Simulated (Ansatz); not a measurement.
Consider the following.

Ge:
```xyz
2
Lattice="0.0000 2.8367 2.8367 2.8367 0.0000 2.8367 2.8367 2.8367 0.0000" Properties=species:S:1:pos:R:3 pbc="T T T"
Ge     2.8367     2.8367     2.8367
Ge     4.2550     4.2550     4.2550
```

This is the r²SCAN-relaxed structure.

Q: All from the program Ansatz at the r²SCAN level (PAW), unless another level is named. Estimate the band gap.

A: 0.36 eV (direct).

Q: Predict the hole effective mass with spin–orbit coupling, band 2 of 2 at the edge.

A: 0.018 along [100], 0.018 along [110], 0.017 along [111] (mₑ).

Q: Predict the hole effective mass with spin–orbit coupling, band 1 of 2 at the edge.

A: 0.20 along [100], 0.37 along [110], 0.50 along [111] (mₑ).

Q: Give the Z2 indices of the occupied bands with spin–orbit coupling.

A: 0;(000).

Space group Fd-3m (diamond). The r²SCAN relaxation kept the symmetry of its start; phonons on a q-mesh show no instability. Spin–orbit coupling is left out wherever it is not named.

Potentials: the later of the program's two PAW sets.
